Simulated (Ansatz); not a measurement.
## Rocksalt alloy of MgO and CdO (12 of 32 Mg sites exchanged), 64 atoms

Ansatz, PAW, plane waves. PBEsol relaxation of volume and atoms (shape held) at the single k point (¼, ¼, ¼) without its symmetry partners; single points on the relaxed atoms at the Γ point alone, onto which points of the small cell's zone fold. Arrangement: random. No spin–orbit coupling unless named.

Relaxed structure:

```yaml
crystal:
  lattice:
    - [8.84367, 0.00000, 0.00000]
    - [0.00000, 8.84367, 0.00000]
    - [0.00000, 0.00000, 8.84367]
  atoms:
    - { symbol: O, position: [0.23606, 0.98556, 0.01173] }
    - { symbol: O, position: [0.26390, 0.99849, 0.49017] }
    - { symbol: O, position: [0.23665, 0.51481, 0.98467] }
    - { symbol: O, position: [0.26368, 0.50076, 0.51184] }
    - { symbol: O, position: [0.76124, 0.98798, 0.00012] }
    - { symbol: O, position: [0.73876, 0.00941, 0.50176] }
    - { symbol: O, position: [0.76292, 0.51504, 0.98522] }
    - { symbol: O, position: [0.73740, 0.48749, 0.51416] }
    - { symbol: O, position: [0.00022, 0.24969, 0.00220] }
    - { symbol: O, position: [0.00231, 0.24956, 0.50164] }
    - { symbol: O, position: [0.00227, 0.75029, 0.01087] }
    - { symbol: O, position: [0.01772, 0.74841, 0.48277] }
    - { symbol: O, position: [0.49855, 0.25087, 0.98348] }
    - { symbol: O, position: [0.49776, 0.25001, 0.51032] }
    - { symbol: O, position: [0.49649, 0.74985, 0.00252] }
    - { symbol: O, position: [0.48962, 0.74996, 0.50054] }
    - { symbol: O, position: [0.99798, 0.99888, 0.23869] }
    - { symbol: O, position: [0.98597, 0.01397, 0.76464] }
    - { symbol: O, position: [0.00011, 0.49582, 0.23332] }
    - { symbol: O, position: [0.99654, 0.48740, 0.76094] }
    - { symbol: O, position: [0.50409, 0.98892, 0.26232] }
    - { symbol: O, position: [0.51255, 0.00032, 0.73777] }
    - { symbol: O, position: [0.50185, 0.51427, 0.26613] }
    - { symbol: O, position: [0.50263, 0.49965, 0.73931] }
    - { symbol: O, position: [0.23764, 0.23451, 0.26514] }
    - { symbol: O, position: [0.24945, 0.26124, 0.73615] }
    - { symbol: O, position: [0.25217, 0.76145, 0.24971] }
    - { symbol: O, position: [0.26253, 0.73994, 0.74811] }
    - { symbol: O, position: [0.76302, 0.23447, 0.26515] }
    - { symbol: O, position: [0.74873, 0.24950, 0.73870] }
    - { symbol: O, position: [0.75182, 0.76325, 0.23919] }
    - { symbol: O, position: [0.73798, 0.75168, 0.76016] }
    - { symbol: Mg, position: [0.99780, 0.99735, 0.00318] }
    - { symbol: Mg, position: [0.00005, 0.50287, 0.99668] }
    - { symbol: Mg, position: [0.50080, 0.99904, 0.50068] }
    - { symbol: Mg, position: [0.49896, 0.50045, 0.50590] }
    - { symbol: Mg, position: [0.25293, 0.24930, 0.50209] }
    - { symbol: Mg, position: [0.24816, 0.75008, 0.00232] }
    - { symbol: Mg, position: [0.25707, 0.74965, 0.49739] }
    - { symbol: Mg, position: [0.74771, 0.24732, 0.50385] }
    - { symbol: Mg, position: [0.75306, 0.75224, 0.99990] }
    - { symbol: Mg, position: [0.24759, 0.99604, 0.25249] }
    - { symbol: Mg, position: [0.25310, 0.50021, 0.74753] }
    - { symbol: Mg, position: [0.75261, 0.99760, 0.25063] }
    - { symbol: Mg, position: [0.74789, 0.00227, 0.75038] }
    - { symbol: Mg, position: [0.74787, 0.49741, 0.74992] }
    - { symbol: Mg, position: [0.00025, 0.24371, 0.25015] }
    - { symbol: Mg, position: [0.99735, 0.25174, 0.74937] }
    - { symbol: Mg, position: [0.00328, 0.75575, 0.24360] }
    - { symbol: Mg, position: [0.50262, 0.25223, 0.74144] }
    - { symbol: Mg, position: [0.49804, 0.75448, 0.25284] }
    - { symbol: Mg, position: [0.50033, 0.74840, 0.74650] }
    - { symbol: Cd, position: [0.00060, 0.00053, 0.49927] }
    - { symbol: Cd, position: [0.00178, 0.49784, 0.50056] }
    - { symbol: Cd, position: [0.50074, 0.99707, 0.99996] }
    - { symbol: Cd, position: [0.50010, 0.50361, 0.99675] }
    - { symbol: Cd, position: [0.24641, 0.25031, 0.99881] }
    - { symbol: Cd, position: [0.75290, 0.24939, 0.99864] }
    - { symbol: Cd, position: [0.74741, 0.74998, 0.49952] }
    - { symbol: Cd, position: [0.25116, 0.00052, 0.74957] }
    - { symbol: Cd, position: [0.24948, 0.50136, 0.25055] }
    - { symbol: Cd, position: [0.75198, 0.50072, 0.24972] }
    - { symbol: Cd, position: [0.00048, 0.74883, 0.75311] }
    - { symbol: Cd, position: [0.50033, 0.24698, 0.25579] }
```

(1) What are the mean bond lengths by pair (pairs within 1.2 times the sum of covalent radii, less contacts 15 % beyond the pair's median; cation–cation pairs of compounds aside; long ionic contacts are cut short by that bound)?

(2) What gap lies between the top filled and the lowest empty level in the single points?

Results:

(1) Cd–O 2.304 ± 0.056 Å (standard deviation, 72 bonds); Mg–O 2.160 ± 0.062 Å (standard deviation, 120 bonds).

(2) HSE06 3.06 eV (4.2 min on 7 threads of Neoverse-V2).
